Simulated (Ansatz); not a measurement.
Problem. TePt (CsCl type, Pm-3m) is relaxed with DFT-r²SCAN in the program Ansatz with PAW potentials. What lattice parameters of the conventional cell result?

Solution. a = 3.428 Å.

Problem. Is it a metal or does it have a gap at this level?

Solution. No gap at this level.

The start of the workflow was typed in or built on a structure type; neither database checked (COD, Materials Project) lists it. COD files the formula under space group No. 166, 194, so this cell is another polymorph or a model. Its standing as an ambient phase is unchecked. Symmetry was held in the r²SCAN relaxation; its stability against distortions is not shown here. No spin polarisation was allowed. Its formation energy is positive at this level, so the cell may be metastable or incomplete. Spin–orbit coupling is left out wherever it is not named.

Potentials: the earlier of the program's two PAW sets.
